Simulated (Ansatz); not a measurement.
# Ca2Ga2SiH2O8 — field gradients at the nuclei

The cell is a measured structure from the Crystallography Open Database (COD) whose atoms were relaxed with PBE, the cell held.

```
CELL_PARAMETERS angstrom
-4.46725 4.46725 4.46725
4.46725 -4.46725 4.46725
4.46725 4.46725 -4.46725
ATOMIC_POSITIONS crystal
Ca 0.28076 0.28054 0.27756
Ca 0.71946 0.99702 0.00022
Ca 0.00298 0.00320 0.72244
Ca 0.99680 0.71924 0.99978
Ga 0.24377 0.49995 0.74365
Ga 0.50005 0.24370 0.74382
Ga 0.75630 0.50013 0.25635
Ga 0.49987 0.75623 0.25618
Si 0.75000 0.25000 0.50000
Si 0.25000 0.75000 0.50000
H 0.65602 0.65626 0.62713
H 0.34374 0.97087 0.99976
H 0.02913 0.02889 0.37287
H 0.97111 0.34398 0.00024
O 0.26949 0.55675 0.53336
O 0.44325 0.97660 0.71274
O 0.02340 0.73614 0.46664
O 0.26386 0.73051 0.28726
O 0.55759 0.55767 0.30006
O 0.44233 0.74239 0.99992
O 0.25761 0.25753 0.69994
O 0.74247 0.44241 0.00008
O 0.55694 0.26963 0.53363
O 0.73037 0.26401 0.28731
O 0.73599 0.02330 0.46637
O 0.97670 0.44306 0.71269
O 0.76754 0.76766 0.76959
O 0.23234 0.00193 0.99988
O 0.99807 0.99795 0.23041
O 0.00205 0.23246 0.00012
```

Sites (sets of like atoms) are named by element and the number of their first atom in this list.

The numbers come from a DFT calculation in Ansatz (PBE, plane waves and PAW, scalar-relativistic, 420 eV cutoff, Γ-centred 4×4×4 k-points, Fermi–Dirac smearing 0.02 eV).

Conventions: |V_zz| ≥ |V_yy| ≥ |V_xx|, η = (V_xx − V_yy)/V_zz, C_Q = eQV_zz/h.

Ca-43: I = 7/2, Q = -40.80 mb; Ga-71: I = 3/2, Q = 107.0 mb; ²H: I = 1, Q = 2.858 mb; ¹⁷O: I = 5/2, Q = -25.58 mb. Nuclear quadrupole moments: year-2017 set (Pyykkö).

```json
{"site": "Ca", "atoms (order as listed)": "1, 2, 3, 4", "first shell": "6 O at 2.29–2.43 Å", "V_zz (10²¹ V/m²)": "-1.62", "η": "0.83", "C_Q (MHz)": "1.60"}
{"site": "Ga", "atoms (order as listed)": "5, 6, 7, 8", "first shell": "4 O at 1.84–1.87 Å", "V_zz (10²¹ V/m²)": "-3.61", "η": "0.61", "C_Q (MHz)": "-9.35"}
{"site": "Si", "atoms (order as listed)": "9, 10", "first shell": "4 O at 1.65 Å", "V_zz (10²¹ V/m²)": "-0.20", "η": "0.00", "C_Q (MHz)": "–"}
{"site": "H", "atoms (order as listed)": "11, 12, 13, 14", "first shell": "1 O at 0.97 Å; also 1 O at 2.15 Å", "V_zz (10²¹ V/m²)": "4.34", "η": "0.00", "C_Q (MHz)": "0.300"}
{"site": "O15", "atoms (order as listed)": "15, 16, 17, 18, 23, 24, …", "first shell": "1 Si at 1.65 Å, 1 Ga at 1.87 Å, angle 125°; also 1 Ca at 2.43 Å", "V_zz (10²¹ V/m²)": "7.34", "η": "0.77", "C_Q (MHz)": "-4.54"}
{"site": "O19", "atoms (order as listed)": "19, 20, 21, 22", "first shell": "2 Ga at 1.84 Å, 1 Ca at 2.38 Å; also 1 H at 2.15 Å", "V_zz (10²¹ V/m²)": "7.90", "η": "0.82", "C_Q (MHz)": "-4.89"}
{"site": "O27", "atoms (order as listed)": "27, 28, 29, 30", "first shell": "1 H at 0.97 Å, 3 Ca at 2.29–2.33 Å", "V_zz (10²¹ V/m²)": "12.03", "η": "0.04", "C_Q (MHz)": "-7.44"}
```

An axis of threefold or higher order runs through Si, so V_zz lies along it and η is zero. At H V_zz points along its bond to O (within 2°). At O27 V_zz points along its shortest bond, to H (within 1°).

Si has no stable isotope with a ground-state quadrupole moment in the table, so no C_Q is given.
